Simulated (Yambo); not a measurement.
## Bethe-Salpeter results for CsCaH3

```
CELL_PARAMETERS angstrom
      4.62119     0.00000     0.00000
      0.00000     4.62119     0.00000
      0.00000     0.00000     4.62119
ATOMIC_POSITIONS crystal
  H  0.50000 0.00000 0.50000
  H  0.00000 0.50000 0.50000
  H  0.50000 0.50000 0.00000
  Ca 0.50000 0.50000 0.50000
  Cs 0.00000 0.00000 0.00000
```

The geometry is that of Materials Project entry mp-644203, symmetrised and not relaxed again.

BSE in Yambo on norm-conserving PBEsol (Quantum ESPRESSO, 72 Ry, no spin-orbit coupling) bands: 8×8×8 mesh, 3 valence and 8 conduction bands, static screening with 45 bands and a 3 Ry block, scissor 2.45 eV, Tamm-Dancoff; field along x.

```
state  energy (eV)  states within 2 meV  relative strength   class    main transitions
-----  -----------  -------------------  -----------------  ------  ------------------
1             4.96                    3             < 0.01    dark  several band pairs
2             4.99                    3               1.00  strong  several band pairs
3             5.23                    3             < 0.01    dark  several band pairs
4             5.25                    3               0.69  strong  several band pairs
5             5.41                    3             < 0.01    dark  several band pairs
6             5.41                    6             < 0.01    dark      VB → CB (70 %)
```

These are vertical excitations (zero momentum). The direct quasiparticle gap on this mesh is 5.40 eV; counted from there, state 1 is bound by 0.45 eV. Convergence with the mesh was not shown.

States at or above the direct gap are the continuum as this mesh samples it, not bound excitons.

Spin singlets only. Strengths are relative to the strongest of the lowest states of this run; strong means a line over 3 % of the spectrum's maximum, dark under 0.03 %. Absolute energies carry the error of the G0W0 scissor, whose convergence isn't established.

The cell is held in this high symmetry; tilts and polar distortions were not searched.

The structure is a Materials Project entry; no match was found in the copy of COD used, and its stability was not checked.
